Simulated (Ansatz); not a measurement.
Structure from Materials Project entry mp-1018124 (possibly hypothetical), not relaxed further.

Ti2Rh: DFT, r2SCAN, all-electron PAW with datasets made for the crystal, scalar-relativistic (Ansatz 0.2.0).

```yaml
crystal:
  lattice:
    - [-1.52599509, 1.52599509, 4.9079679]
    - [1.52599509, -1.52599509, 4.9079679]
    - [1.52599509, 1.52599509, -4.9079679]
  atoms:
    - { symbol: Ti, position: [0.66157894, 0.66157894, 0.0] }
    - { symbol: Ti, position: [0.33842106, 0.33842106, 0.0] }
    - { symbol: Rh, position: [0.0, 0.0, 0.0] }
kpoints:
  mp_grid: { grid: [15, 15, 15] }
  band_path:
    path:
      - [0.0, 0.0, 0.0]
      - [0.0, 0.0, 0.5]
      - [0.25, 0.25, 0.25]
      - [0.0, 0.5, 0.0]
      - [0.0, 0.0, 0.0]
      - [0.5, 0.5, -0.5]
      - [0.2741681192, 0.7258318808, -0.2741681192]
      - [-0.2741681192, 0.2741681192, 0.2741681192]
      - [0.0, 0.0, 0.0]
    npoints: 8
scf:
  occupations: { method: fermi_dirac, width: 0.05 }
hamiltonian:
  xc: r2scan
  pseudopotentials: { kind: all_electron, datasets: crystal }
output:
  forces: true
  stress: true
  eigenvalues: true
  efg: { contact_densities: true }
```

Output:

```
basis.fft_grid_basis auto: the FFT boxes are laid along the combinations [[1, 0, 1], [0, 1, 1], [0, 0, 1]] of the cell's own vectors, 3.052, 3.052 and 5.361 Å long. The dense box has 24×24×40 points. Along the cell's own vectors, as sized, it would have 40×40×40, 2.78 times as many. Of the 16 symmetry operations that the crystal satisfies within crystal.symmetry.tolerance (time reversal apart; of a slab, those that keep its plane) the dense box along the cell's own vectors carries 16, and the one as laid loses 12 of those. basis.fft_grid_basis: typed keeps the cell's own vectors: state it where this run's energies or levels are differenced outside the engine with another run's, or held beside a run that keeps those vectors.
hamiltonian.pseudopotentials.datasets: crystal makes datasets for this crystal and solves the spheres of its atoms anew in each pass: cutoff 260.0 eV, the density's 1820.0 eV; for an error of 0.50 meV an atom under PBE, 1.5 meV for the cell; an energy difference from a run of another recipe may be off by several times the error for the cell, under r2SCAN by more, where some 0.1 meV an atom stays at smaller errors; Ti in spheres of 1.307 Å, 12 of its electrons in bands; Rh in spheres of 1.365 Å, 17 of its electrons in bands
band count auto-derived: 31 (N_el = 41.0; filled up to band 21; 25 by the electrons, moments and atoms)
Rh: output.efg is read without spin–orbit coupling, which moves field gradients at and beside such atoms by some per cent and up to a factor of two; PAW files take it under magnetization.noncollinear and magnetization.spin_orbit
Engine: ansatz 0.2.0
Pseudopotentials: kind: all_electron
Pseudopotential: Ti, paw, valence charge 12, recommended cutoff 260 eV (normal), Koelling and Harmon's equation, gaussian nucleus
Pseudopotential: Rh, paw, valence charge 17, recommended cutoff 260 eV (normal), Koelling and Harmon's equation, gaussian nucleus
Functional definition: r2SCAN
  parameter k0 = 0.174
  parameter k1 = 0.065
  parameter a1 = 4.9479
  exchange = r2scan_x(k0 = k0, k1 = k1, a1 = a1)
  correlation = r2scan_c
Crystal: 3 atoms, lattice volume = 45.716 Å³
Basis set: ecut = 260 eV, 413 PW (Γ), FFT grids on a1+a3, a2+a3, a3, exchange–correlation on 72×72×120 points (27 copies of the dense FFT grid, shifted against one another)
Bands: 31, of which v1, the nominal top of the filled ones, is band 21 counted from 1 (20 counted from 0)
Symmetry: 16 space group operations
Space group: I4/mmm (ITA 139), of the structure as read, at distance tolerance 3.6e-5 Å
k-points: 288 of 3375
Non-local potential: Ti, projectors of the file, l = 0: 2, l = 1: 2, l = 2: 2
Non-local potential: Rh, projectors of the file, l = 0: 3, l = 1: 2, l = 2: 2
PAW form: soft (Blöchl's): semilocal exchange-correlation on the pseudo side does not see the compensation charge
PAW one-centre angular grid: Ti, 590 points (default); XC on its mesh's 1935 points in the sphere
PAW one-centre angular grid: Rh, 590 points (default); XC on its mesh's 1877 points in the sphere
Initial density: superposition of atomic densities (neutral atoms: chi_scale 0, normalization atom)
Initial wavefunctions: pseudopotential atomic-orbital guess
Functional: x = r2scan, c = r2scan; τ floored in thin density (d = 2e-4 eV/Å³)
iter 1 solved again at ethr=2.99e-2 eV; its pass at ethr=1.00e-1 eV (dr2=1.22e1 eV) is discarded
SCF iter   1: F=—  HF=-176686.711560 eV  |F-HF|=—  |Δ(HF+E_count)|=         —  Δρ=1.39e-1  dr2=1.26e1  dr2_τ=5.55e-2  ethr=2.99e-2  ⟨swp⟩=2.0  Hψ=45091  notcnv=0
preconditioner: auto → Kerker (q_TF=auto, 2.679 Å⁻¹)  [metal: Δε(μ)=0.025 eV  Ē_g=6.410 eV  σ=0.050 eV  W_gap=0.12  n_scr=12 (ndim 8)  ℏωp=22.6 eV  f_vac=0.000  D(μ)=1.06/eV (n_scr^D=2)]
iter 2 solved again at ethr=2.60e-3 eV; its pass at ethr=2.99e-2 eV (dr2=1.06e0 eV) is discarded
SCF iter   2: F=—  HF=-176685.116985 eV  |F-HF|=—  |Δ(HF+E_count)|=    1.59e0  Δρ=4.43e-2  dr2=1.06e0  dr2_τ=4.77e-2  ethr=2.60e-3  ⟨swp⟩=2.4  Hψ=35921  notcnv=0  defer=40
SCF iter   3: F=—  HF=-176685.058314 eV  |F-HF|=—  |Δ(HF+E_count)|=   5.87e-2  Δρ=2.63e-2  dr2=4.19e-1  dr2_τ=3.26e-4  ethr=2.59e-3  ⟨swp⟩=3.1  Hψ=18915  notcnv=0  defer=2
SCF iter   4: F=—  HF=-176685.115072 eV  |F-HF|=—  |Δ(HF+E_count)|=   5.68e-2  Δρ=1.71e-2  dr2=1.56e-1  dr2_τ=5.11e-4  ethr=1.02e-3  ⟨swp⟩=3.2  Hψ=22058  notcnv=0  defer=6
SCF iter   5: F=—  HF=-176685.163540 eV  |F-HF|=—  |Δ(HF+E_count)|=   4.85e-2  Δρ=5.97e-3  dr2=1.72e-2  dr2_τ=2.45e-4  ethr=3.80e-4  ⟨swp⟩=2.8  Hψ=21929  notcnv=0  defer=15
SCF iter   6: F=—  HF=-176685.170389 eV  |F-HF|=—  |Δ(HF+E_count)|=   6.85e-3  Δρ=7.75e-3  dr2=4.75e-2  dr2_τ=1.65e-4  ethr=4.19e-5  ⟨swp⟩=3.0  Hψ=19579  notcnv=0  defer=3
SCF iter   7: F=—  HF=-176685.166723 eV  |F-HF|=—  |Δ(HF+E_count)|=   3.67e-3  Δρ=1.05e-3  dr2=1.11e-3  dr2_τ=1.26e-6  ethr=4.19e-5  ⟨swp⟩=2.4  Hψ=15683  notcnv=0  defer=3
SCF iter   8: F=—  HF=-176685.175048 eV  |F-HF|=—  |Δ(HF+E_count)|=   8.32e-3  Δρ=5.74e-4  dr2=9.85e-5  dr2_τ=3.43e-5  ethr=2.71e-6  ⟨swp⟩=3.0  Hψ=20601  notcnv=0  defer=2
SCF iter   9: F=—  HF=-176685.175082 eV  |F-HF|=—  |Δ(HF+E_count)|=   3.46e-5  Δρ=3.26e-4  dr2=8.13e-5  dr2_τ=5.60e-7  ethr=2.40e-7  ⟨swp⟩=2.5  Hψ=18945  notcnv=0  defer=1
SCF iter  10: F=—  HF=-176685.175081 eV  |F-HF|=—  |Δ(HF+E_count)|=   1.72e-6  Δρ=2.03e-4  dr2=3.15e-5  dr2_τ=3.45e-8  ethr=1.98e-7  ⟨swp⟩=2.0  Hψ=14936  notcnv=0
SCF iter  11: F=—  HF=-176685.175078 eV  |F-HF|=—  |Δ(HF+E_count)|=   2.54e-6  Δρ=1.97e-5  dr2=2.12e-7  dr2_τ=5.11e-9  ethr=7.69e-8  ⟨swp⟩=2.0  Hψ=14934  notcnv=0
SCF iter  12: F=-176685.175078 eV  HF=-176685.175078 eV  |F-HF|=8.73e-10  |Δ(HF+E_count)|=   1.63e-8  Δρ=4.31e-6  dr2=1.02e-8  dr2_τ=8.30e-11  ethr=5.18e-10  ⟨swp⟩=3.3  Hψ=18645  notcnv=0
SCF 1 converged in 12 iterations: F = -176685.175075 eV  dr2 = 1.02e-8
  Residual-converged pass: ⟨swp⟩=4.0  Hψ=20913  notcnv=0  max |occ|·‖R‖ = 6.5e-6 eV (tolerance 6.5e-6 eV)  dr2=1.00e-8  dr2_τ=8.57e-11  dr2_onsite=4.78e-8  max |Δocc| = 1.8e-9
  greatest PAW one-centre occupation: 1.008 electrons in one spin orbital (limit 2), on the Rh atom at site 2 (counted from 0), in its partial waves of l = 0
NSCF: frozen V_eff on 65 k-points
SCF converged after 12 iterations
Free energy (F): -176685.175075 eV
Harris-Foulkes:  -176685.175075 eV  (|F-HF|=8.73e-10)
Internal energy: -176685.164899 eV  (E = F + TS)
E sigma→0 (E₀):  -176685.169987 eV
Entropy (-TS):   -0.010176 eV (-3.392 meV/atom)
Past the cutoff: the bands carry plane waves up to 2.50 times it, of which those up to 1.5 times it add -0.001254 eV an atom, each by itself; the spheres take 0.000839 eV an atom off the energy for waves past 2.50 times it
Past the cutoffs: a stress includes 0.0086 GPa for waves and charges beyond them, in addition to the slope of what the spheres take
In the spheres:  the bands' charges fall short by 1.2e-6 e at most (sound up to 1e-3)
Fermi energy:    17.971420 eV
--- Per-component energies (eV) ---
  The terms above E_closure are by the made datasets' own strengths, without shells solved beside the bands.
--- Forces (eV/Å), atoms counted from 1 ---
  atom   1  Ti     0.00000000     0.00000000    -0.00783339
  atom   2  Ti     0.00000000     0.00000000     0.00783339
  atom   3  Rh    -0.00000000     0.00000000    -0.00000000
  max |Σ_I F_I| component: 1.04e-17 eV/Å
--- Stress (GPa, compression-positive) ---
       -0.453286       0.000000       0.000000
        0.000000      -0.453286      -0.000000
       -0.000000       0.000000      -0.350172
  P = ⅓ Tr σ = -0.4189 GPa (-4.189 kbar)
--- PAW observables at the nuclei: V_zz in 10²¹ V/m², potentials from the cell's mean, atoms counted from 1 ---
  atom   1  Ti V_zz =    +1.143928   η = 0.0000   by run symmetry: allowed
            electrostatic potential = -2535.317463 V   contact ρ = 56750.720439 e/Å³
  atom   2  Ti V_zz =    +1.143928   η = 0.0000   by run symmetry: allowed
            electrostatic potential = -2535.317463 V   contact ρ = 56750.720439 e/Å³
  atom   3  Rh V_zz =    -1.323656   η = 0.0000   by run symmetry: allowed
            electrostatic potential = -7023.394877 V   contact ρ = 788655.575462 e/Å³
--- Band table (eV; the first three rows and the last of 288) ---
  k-point 0: bands = ["-63.1831", "-41.2396", "-41.0901", "-30.3046", "-30.1982", "-30.1982", "-16.6061", "-16.3572", "-16.3572", "-16.1579", "-16.1143", "-16.1143", "10.6578", "13.3135", "13.3350", "15.3537", "15.5240", "15.5240", "16.0660", "16.3623", "19.4715", "19.4715", "19.6233", "19.7130", "20.1678", "20.1678", "20.4600", "21.2152"]
  k-point 1: bands = ["-63.1824", "-41.2346", "-41.0910", "-30.3041", "-30.2028", "-30.2026", "-16.6026", "-16.3696", "-16.3691", "-16.1473", "-16.1319", "-16.1206", "10.8465", "13.3981", "13.4368", "15.1266", "15.3555", "15.8494", "15.9469", "16.5361", "19.1956", "19.2508", "19.4825", "19.6117", "19.9305", "20.2220", "20.6235", "21.3040"]
  k-point 2: bands = ["-63.1804", "-41.2204", "-41.0935", "-30.3026", "-30.2159", "-30.2152", "-16.5953", "-16.4045", "-16.3938", "-16.1784", "-16.1385", "-16.1266", "11.3865", "13.6508", "13.7245", "14.8679", "15.0551", "15.5998", "16.3259", "16.8230", "18.4045", "18.9891", "19.5596", "19.5838", "19.8527", "20.3646", "20.4015", "21.2587"]
  k-point 287: bands = ["-63.1827", "-41.2319", "-41.0962", "-30.3032", "-30.2033", "-30.1977", "-16.5146", "-16.3837", "-16.3544", "-16.2414", "-16.1205", "-16.1150", "12.0367", "13.0484", "13.1416", "13.4645", "15.4344", "15.4496", "16.0238", "17.3972", "18.7410", "18.8317", "18.8615", "19.2014", "20.0513", "21.1361", "21.4476", "21.4840"]
```

Spin polarisation is left out, and whether a magnetic state lies lower isn't shown here.
